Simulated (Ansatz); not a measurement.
Relaxed-ion elastic tensor of HfB₂ in space group P6/mmm (No. 191; Hf on 1a, B on 2d) in GPa (Voigt order), the program Ansatz at the r²SCAN level (PAW); density 11.21 g/cm³, 9.88 Å³ per atom.

```
      1     2    3    4    5    6
-  ----  ----  ---  ---  ---  ---
1   622  62.5  122  0.0  0.0  0.0
2  62.5   622  122  0.0  0.0  0.0
3   122   122  458  0.0  0.0  0.0
4   0.0   0.0  0.0  270  0.0  0.0
5   0.0   0.0  0.0  0.0  270  0.0
6   0.0   0.0  0.0  0.0  0.0  280
```

Question: Is the crystal mechanically stable?

Answer: Yes: the smallest eigenvalue of C is 270 GPa.

Question: Work out the Voigt, Reuss and Hill averages.

Answer: K_V = 257, K_R = 255, K_H = 256; G_V = 257, G_R = 250, G_H = 253 GPa.

Question: Give Young's modulus, Poisson's ratio, Pugh's ratio and the universal anisotropy index.

Answer: E = 9KG/(3K + G) = 572 GPa; ν = 0.13; K/G = 1.01 (brittle by the Pugh limit of 1.75); A_U = 5G_V/G_R + K_V/K_R − 6 = 0.15.

Question: Estimate the sound speeds and the Debye temperature.

Answer: v_l = √((K + 4G/3)/ρ) = 7280 m/s, v_t = √(G/ρ) = 4750 m/s, mean 5210 m/s; Θ = (h/k)(3n/4πV)^(1/3) v_m = 723 K.

Question: How much does each axis shrink under pressure?

Answer: Linear compressibilities β_i = Σ_j S_ij (j = 1 to 3): x 1.2, y 1.2, z 1.6 per TPa.

The cell was relaxed with r²SCAN under the symmetry of its start; of distortions, only those at the zone centre were tested. No spin polarisation was allowed. As this level gives no gap, shear constants depend on the k-mesh and smearing (Fermi–Dirac, 0.1 eV here). Scalar-relativistic: spin–orbit coupling is off unless named, which matters more the heavier the elements.

Potentials: the later of the program's two PAW sets.
